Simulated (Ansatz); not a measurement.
Relaxed Se (trigonal-Se type, space group P3_121):

```
Se
1.0
    4.52940     0.00000     0.00000
   -2.26470     3.92257     0.00000
    0.00000     0.00000     5.04244
Se
3
Direct
  0.21841   0.00000   0.83333
  0.00000   0.21841   0.16667
  0.78159   0.78159   0.50000
```

Computed with PBE (plane waves to 420 eV, PAW, scalar-relativistic; Ansatz, a quantum-chemistry and plane-wave program). k mesh 7×7×5 (Γ-centred), Fermi-Dirac smearing 0.05 eV. As the smearing reaches across the gap at some points, energies and forces of such displacements shift with the k mesh and the smearing. Se was relaxed with its symmetry unable to fall. The PAW data are Ansatz's earlier set.

One atom of the cell was then moved (with its periodic images), all else fixed, and the forces (eV/Å) came out as:

| atom | Fx | Fy | Fz |
|---|---|---|---|
| Se1 | -0.360 | 0.021 | 0.195 |
| Se2 | 0.435 | 1.232 | -1.038 |
| Se3 | -0.075 | -1.253 | 0.844 |

Question: Which atom was moved, and by which vector (Å)?

Answer: Se2, by (-0.27, -0.27, 0.00), 0.38 Å in all.

(A displaced cell: forces are minus the slopes of the energy, force constants its curvatures, and phonons follow from these.)
